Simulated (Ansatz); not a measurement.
Consider the following.

CdF2:
```cif
data_Cd4F8
_chemical_formula_sum 'Cd4 F8'
_space_group_name_H-M_alt 'Fm-3m'
_space_group_IT_number 225
_space_group_name_Hall '-F 4 2 3'
_cell_length_a 5.38847
_cell_length_b 5.38847
_cell_length_c 5.38847
_cell_angle_alpha 90.000
_cell_angle_beta 90.000
_cell_angle_gamma 90.000
loop_
_atom_site_label
_atom_site_type_symbol
_atom_site_symmetry_multiplicity
_atom_site_Wyckoff_symbol
_atom_site_fract_x
_atom_site_fract_y
_atom_site_fract_z
_atom_site_occupancy
Cd1 Cd 4 a 0.00000 0.00000 0.00000 1
F1 F 8 c 0.25000 0.25000 0.25000 1
```
(The calculation used a cell of 3 atoms; values per cell refer to that cell.)

This is the r²SCAN-relaxed structure.

Task: All from plane-wave PAW r²SCAN (Ansatz code), unless another level is named. Predict the electronic dielectric constant ε∞ (DFPT).

Result: 2.65.

Task: And the static dielectric constant ε0 (ions relaxed, cell fixed)?

Result: 7.90.

Task: What about the Born charges (a third of the trace)?

Result: Cd +2.44, F -1.22 e.

Symmetry was held in the r²SCAN relaxation; phonons on a q-mesh show no instability. Scalar-relativistic: spin–orbit coupling is off unless named, which matters more the heavier the elements.

Potentials: the later of the program's two PAW sets.
